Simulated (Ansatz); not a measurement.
SiB$_{2}$W$_{2}$:
Space group Cmmm (No. 65); a = 3.0532 Å, b = 11.1690 Å, c = 3.1289 Å, α = β = γ = 90.00°

```json
[
 {"atom": "Si", "site": "2a", "symmetry": "mmm", "x": "0.0000", "y": "0.0000", "z": "0.0000"},
 {"atom": "W", "site": "4j", "symmetry": "m2m", "x": "0.5000", "y": "0.1365", "z": "0.5000"},
 {"atom": "B", "site": "4i", "symmetry": "m2m", "x": "0.0000", "y": "0.2057", "z": "0.0000"}
]
```
(The calculation used a cell of 5 atoms; values per cell refer to that cell.)

Relaxed with r²SCAN.

Task: Tabulate the valence density and the electron localisation function along the shortest B–B contact (1.82 Å), the program Ansatz at the r²SCAN level (PAW).

Result: 

```tsv
distance from B (Å)	density (e/Å³)	ELF
0.18	0.44	0.01
0.27	0.56	0.04
0.36	0.67	0.15
0.45	0.73	0.33
0.55	0.74	0.50
0.64	0.74	0.63
0.73	0.72	0.70
0.82	0.70	0.73
0.91	0.70	0.74
1.00	0.70	0.73
1.09	0.72	0.70
1.18	0.74	0.63
1.27	0.74	0.50
1.36	0.73	0.33
1.46	0.67	0.15
1.55	0.56	0.04
1.64	0.44	0.01
```

The density is the valence pseudo-density with augmentation charge, so density and ELF within about 1 Å of a nucleus are not all-electron values.

The start of the workflow was typed in or built on a structure type; neither database checked (COD, Materials Project) lists it. Whether it is the stable phase at ambient conditions was not checked. Symmetry was held in the r²SCAN relaxation; whether a distortion lowers the energy is not shown. The run is not spin-polarised. Spin–orbit coupling is left out wherever it is not named.

Potentials: the earlier of the program's two PAW sets.
